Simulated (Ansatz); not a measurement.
Suppose MgSn2N2 takes space group P4/mmm (No. 123), with Mg on 1a; Sn on 1d and 1c; N on 2g.

Theory: Ansatz 0.2.0, DFT PBE, scalar-relativistic, plane waves, PAW. Cutoff 420 eV, Γ-centred mesh, Gaussian smearing, no spin polarisation.

The zero of energy is the elements' standard structures at the same level (N₂ as a molecule); no fitted shifts are applied. The references include grey tin.

Task: Give the relaxed lattice parameters and positions.

Result:

Space group P4/mmm (No. 123). a = 4.592 Å, b = 4.592 Å, c = 5.685 Å, α = 90.00°, β = 90.00°, γ = 90.00°
```
atom  site  symmetry       x       y       z
  Mg    1a     4/mmm  0.0000  0.0000  0.0000
  Sn    1d     4/mmm  0.5000  0.5000  0.5000
  Sn    1c     4/mmm  0.5000  0.5000  0.0000
   N    2g       4mm  0.0000  0.0000  0.5998
```

Mg is surrounded by 2 N at 2.28 Å and 4 Sn at 3.25 Å; Sn on its first site has 2 Sn at 2.84 Å and 8 N at 3.30 Å; Sn on its second site has 2 Sn at 2.84 Å and 4 Mg at 3.25 Å; N has 1 N at 1.13 Å, 1 Mg at 2.28 Å and 4 Sn at 3.30 Å. Another local minimum with the same sites may exist.

Task: And its energy and gap?

Result: The formation energy is +0.46 eV/atom and the gap on the 8×8×8 mesh of the 5-atom cell is 0 eV (a metal). A positive value: parting into the elements would lower its energy.

The last run used Gaussian smearing of 0.10 eV. Symmetry constrained the relaxation, so the result can be a saddle point. Another cell of MgSn2N2 relaxed alike, in P-4m2 (a Materials Project cell), lies 0.48 eV/atom lower, so this cell isn't the stable form at this level.
